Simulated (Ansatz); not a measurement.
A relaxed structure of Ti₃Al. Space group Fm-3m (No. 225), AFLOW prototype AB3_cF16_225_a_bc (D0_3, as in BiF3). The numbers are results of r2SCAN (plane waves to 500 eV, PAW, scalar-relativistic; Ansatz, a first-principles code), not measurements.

```cif
data_Al4Ti12
_chemical_formula_sum 'Al4 Ti12'
_space_group_name_H-M_alt 'Fm-3m'
_space_group_IT_number 225
_space_group_name_Hall '-F 4 2 3'
_cell_length_a 6.42541
_cell_length_b 6.42541
_cell_length_c 6.42541
_cell_angle_alpha 90.000
_cell_angle_beta 90.000
_cell_angle_gamma 90.000
loop_
_atom_site_label
_atom_site_type_symbol
_atom_site_symmetry_multiplicity
_atom_site_Wyckoff_symbol
_atom_site_fract_x
_atom_site_fract_y
_atom_site_fract_z
_atom_site_occupancy
Al1 Al 4 b 0.50000 0.50000 0.50000 1
Ti1 Ti 8 c 0.25000 0.25000 0.25000 1
Ti2 Ti 4 a 0.00000 0.00000 0.00000 1
```
(The calculation used a cell of 4 atoms; values per cell refer to that cell.)

```json
{
  "volume_per_atom": "16.58 Å³",
  "band_gap": "no gap (metallic)",
  "shortest_distances": "Al–Ti 2.78 Å; Ti–Ti 2.78 Å",
  "k-mesh": "13×13×13"
}
```

Band energies at high-symmetry points (eV from the Fermi level; labels of this space group; no spin-orbit coupling), from −5 eV up to 0.8 eV:

| point | energies |
|---|---|
| Γ | -1.80 -1.80 -1.80 -1.78 -1.78 -0.01 -0.01 -0.01 |
| X | -4.02 -2.10 -2.08 -0.78 -0.78 -0.14 -0.03 -0.03 |
| U | -3.60 -3.12 -1.76 -1.37 -0.40 -0.14 0.23 0.50 0.72 |
| K | -3.60 -3.12 -1.76 -1.37 -0.40 -0.14 0.23 0.50 0.72 |
| L | -4.44 -2.03 -2.03 -0.32 -0.29 -0.29 -0.10 -0.10 |
| W | -3.25 -3.25 -2.36 -1.03 -0.34 -0.34 0.15 0.76 0.76 |

No spin polarisation in the result. A magnetic state may lie lower.

The run could not lose the symmetry of its start.

The first start was generated by a random draw of sites in a space group. Materials Project lists a structure of Ti3Al in the same space group, Fm-3m (No. 225); the sites were not compared with it, nor with measured phases. Known forms of Ti3Al include space group No. 194.
